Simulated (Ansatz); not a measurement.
49Ti nuclear quadrupole resonance in TiTe₂

Cell: a measured structure from the Crystallography Open Database (COD), ions relaxed with PBE at fixed cell.

```cif
data_structure
_symmetry_space_group_name_H-M 'P 1'
_symmetry_Int_Tables_number 1
_cell_length_a 3.7770
_cell_length_b 3.7770
_cell_length_c 6.4980
_cell_angle_alpha 90.000
_cell_angle_beta 90.000
_cell_angle_gamma 120.000
_cell_volume 80.28
loop_
_atom_site_label
_atom_site_type_symbol
_atom_site_fract_x
_atom_site_fract_y
_atom_site_fract_z
_atom_site_occupancy
Ti1 Ti 0.00000 0.00000 0.00000 1
Te2 Te 0.66667 0.33333 0.26325 1
Te3 Te 0.33333 0.66667 0.73675 1
```

Atom numbers follow the list; atoms alike are taken as one site, whose name carries the number of the first.

Level of theory: DFT, PBE, plane waves and PAW, scalar-relativistic, 420 eV cutoff, Γ-centred 10×10×5 k-points, Fermi–Dirac smearing 0.05 eV (Ansatz 0.2.0).

49Ti: I = 7/2, Q = 247.0 mb (year-2017 value). Static lattice, zero field.

Task: The simulated lines lie at 1.23, 2.46, 3.69 MHz. What are |C_Q|, η and |V_zz| at Ti?

Result: For I = 7/2 and η = 0 the lines are |C_Q|/14 times 1, 2 and 3; η shifts the lowest up most. Here |C_Q| = 17.2 MHz, η = 0.00 and |V_zz| = 2.89 × 10²¹ V/m². The calculation gives V_zz negative; the lines don't show the sign. The site has 6 Te at 2.77 Å.

An axis of threefold or higher order runs through Ti, so V_zz lies along it and η is zero.

The run finds no gap above 0.1 eV (a metal, or nearly one), so the gradients can move by 10 % or more with the k-mesh. Without spin–orbit coupling the gradients at and beside Te can be off by some per cent, at some sites by more.

The relaxation (5 steps) took 31 s of wall time (31 s of CPU time) and 0.48 GiB at its peak, on 1 thread of Arm Neoverse V2 (aarch64; 28 cores open to the job, memory cap 3.0 GiB, no GPU), a shared host with a load of 0.9 a core.
